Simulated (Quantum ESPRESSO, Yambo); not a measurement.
Quasiparticle gap of SrMgH₄

```cif
data_H16Mg4Sr4
_chemical_formula_sum 'H16 Mg4 Sr4'
_space_group_name_H-M_alt 'Cmc21'
_space_group_IT_number 36
_space_group_name_Hall 'C 2c -2'
_cell_length_a 3.95793
_cell_length_b 13.47562
_cell_length_c 5.57623
_cell_angle_alpha 90.000
_cell_angle_beta 90.000
_cell_angle_gamma 90.000
loop_
_space_group_symop_operation_xyz
  'x, y, z'
  '-x, -y, z+1/2'
  '-x, y, z'
  'x, -y, z+1/2'
  'x+1/2, y+1/2, z'
  '-x+1/2, -y+1/2, z+1/2'
  '-x+1/2, y+1/2, z'
  'x+1/2, -y+1/2, z+1/2'
loop_
_atom_site_label
_atom_site_type_symbol
_atom_site_symmetry_multiplicity
_atom_site_Wyckoff_symbol
_atom_site_fract_x
_atom_site_fract_y
_atom_site_fract_z
_atom_site_occupancy
H1 H 4 a 0.00000 0.66603 0.01466 1
H2 H 4 a 0.00000 0.70050 0.49167 1
H3 H 4 a 0.00000 0.07402 0.32240 1
H4 H 4 a 0.00000 0.46140 0.13349 1
Mg1 Mg 4 a 0.00000 0.58498 0.29142 1
Sr1 Sr 4 a 0.00000 0.15106 0.74536 1
```
(The calculation used a cell of 12 atoms; values per cell refer to that cell.)

The geometry is that of Materials Project entry mp-643009, symmetrised and not relaxed again.

Starting point: LDA (Quantum ESPRESSO, PseudoDojo norm-conserving, 84 Ry, scalar-relativistic). G0W0 in Yambo: 4×4×2 Γ-centred k mesh, bands 9 to 158 and a 6 Ry block in the screening, 158 bands in G with the Bruneval-Gonze terminator, plasmon pole fitted at 27.2 eV.

```json
{
  "LDA gap along the band path": "2.39 eV",
  "LDA gap between the mesh's edge points ((-0.5, -0.5, 0) → (0, 0.25, 0))": "2.49 eV",
  "G0W0 gap between the same points": "4.35 eV",
  "LDA smallest direct gap on the mesh (at (0.25, -0.5, 0))": "3.16 eV",
  "G0W0 direct gap at that point": "5.02 eV",
  "estimate of the fundamental G0W0 gap (path gap plus the correction; the mesh misses a band edge)": "4.25 eV"
}
```

```
k point             band  E LDA (eV)  E QP (eV)  shift (eV)     Z
------------------  ----  ----------  ---------  ----------  ----
Γ                     VB       -0.57      -1.66       -1.09  0.79
Γ                     CB        3.14       3.93        0.80  0.82
(0, 0, -0.5)          VB       -0.25      -1.29       -1.05  0.79
(0, 0, -0.5)          CB        3.79       4.76        0.97  0.82
(0, 0.25, 0)          VB       -1.04      -2.10       -1.05  0.79
(0, 0.25, 0)          CB        2.49       3.30        0.81  0.82
(0, -0.5, 0)          VB       -1.22      -2.29       -1.07  0.79
(0, -0.5, 0)          CB        2.64       3.48        0.84  0.82
(0, -0.5, -0.5)       VB       -1.39      -2.49       -1.10  0.79
(0, -0.5, -0.5)       CB        3.34       4.14        0.80  0.82
(0.25, -0.5, 0)       VB       -0.63      -1.67       -1.04  0.79
(0.25, -0.5, 0)       CB        2.53       3.35        0.83  0.82
(-0.5, -0.5, 0)       VB        0.00      -1.05       -1.05  0.79
(-0.5, -0.5, 0)       CB        3.28       4.00        0.72  0.82
(-0.5, -0.5, -0.5)    VB       -0.63      -1.68       -1.05  0.79
(-0.5, -0.5, -0.5)    CB        3.76       4.71        0.95  0.82
```

Energies count from the LDA valence-band maximum.

Nearest settings tried, and what they do to the gap: 64 bands in W, 64 bands in G: +2 meV; 2 Ry block (53 vectors against 247): -309 meV. Not varied: mesh. So the settings aren't converged at that level.

The structure is a Materials Project entry; no match was found in the copy of COD used, and its stability was not checked.
